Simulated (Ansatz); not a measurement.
SnO₂:
```
CELL_PARAMETERS angstrom
      4.82762     0.00000     0.00000
      0.00000     4.82762     0.00000
      0.00000     0.00000     3.23791
ATOMIC_POSITIONS crystal
  Sn 0.50000 0.50000 0.50000
  Sn 0.00000 0.00000 0.00000
  O  0.19340 0.80660 0.50000
  O  0.80660 0.19340 0.50000
  O  0.69340 0.69340 0.00000
  O  0.30660 0.30660 0.00000
```

DFT-PBE in the program Ansatz with PAW potentials gives a gap of 0.68 eV without spin–orbit coupling, maximum at Γ, minimum at Γ.

**Question.** What happens when spin–orbit coupling is switched on?

**Answer.** The gap rises by 0.01 eV, to 0.69 eV; maximum at Γ, minimum at Γ.

**Question.** Give the electron effective mass with spin–orbit coupling.

**Answer.** 0.16, 0.17, 0.17 mₑ (principal values).

**Question.** Give the hole effective mass with spin–orbit coupling.

**Answer.** 1.9 along z (mₑ).

Space group P4_2/mnm (rutile). The PBE relaxation kept the symmetry of its start.

Potentials: the earlier of the program's two PAW sets.
